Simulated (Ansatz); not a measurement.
# Ti₃Al: from a starting cell to a relaxed one

The start is a relaxed Ti3Al cell with one Ti and one Al atom exchanged in a cell of 8 atoms. The cell and all atomic positions are relaxed at zero pressure with r2SCAN (plane waves to 500 eV, PAW, scalar-relativistic; Ansatz, a first-principles code). First-step values are on the input's coarse k-mesh.

Ansatz input (later rounds restart from its end on a renewed k-mesh):
Ansatz 0.2 input:
```yaml
crystal:
  lattice:
    - [5.7471520815, 0, 0]
    - [-2.8735760408, 4.977179702, 0]
    - [0, 0, 4.6310766725]
  atoms:
    - { symbol: Ti, position: [0.8298263143, 0.6596526287, 0.25] }
    - { symbol: Ti, position: [0.1701736857, 0.8298263143, 0.75] }
    - { symbol: Ti, position: [0.3403473713, 0.1701736857, 0.25] }
    - { symbol: Ti, position: [0.1701736857, 0.3403473713, 0.75] }
    - { symbol: Ti, position: [0.8298263143, 0.1701736857, 0.25] }
    - { symbol: Al, position: [0.6596526287, 0.8298263143, 0.75] }
    - { symbol: Al, position: [0.3333333333, 0.6666666667, 0.25] }
    - { symbol: Ti, position: [0.6666666667, 0.3333333333, 0.75] }
basis: { ecutwfc: 500, ecutrho_ratio: 4, xc_grid: 4, fft_grid_basis: typed }
kpoints: { mp_grid: { grid: [7, 7, 7] } }
hamiltonian:
  xc: r2scan
  dispersion: none
  pseudopotentials: { kind: paw }
scf: { occupations: { method: fermi_dirac, width: 0.05 } }
relax: { f_tol: 0.01, max_steps: 100, cell: { stress_tol: 0.02 } }
output: { forces: true, stress: true }
```

```yaml
energy_released: 0.15 eV/atom
Shortest distances (start → end): "The closest pairs of elements (up to four, under 3.6 Å), start → end: Al–Ti 2.81 → 2.83 Å; Ti–Ti 2.81 → 2.81 Å; Al–Al 2.83 → 4.05 Å"
optimiser_moves: 18
```

Final structure:

Space group P6₃/mmc (No. 194); a = b = 5.747 Å, c = 4.631 Å, α = β = 90.00°, γ = 120.00°

```
atom  site  symmetry       x       y       z
----  ----  --------  ------  ------  ------
Ti      6h       mm2  0.1702  0.3403  0.2500
Al      2d      -6m2  0.6667  0.3333  0.2500
```

Final values are on a 10×10×10 k-mesh of the relaxed cell. No spin polarisation in the result.

The run could not lose the symmetry of its start.
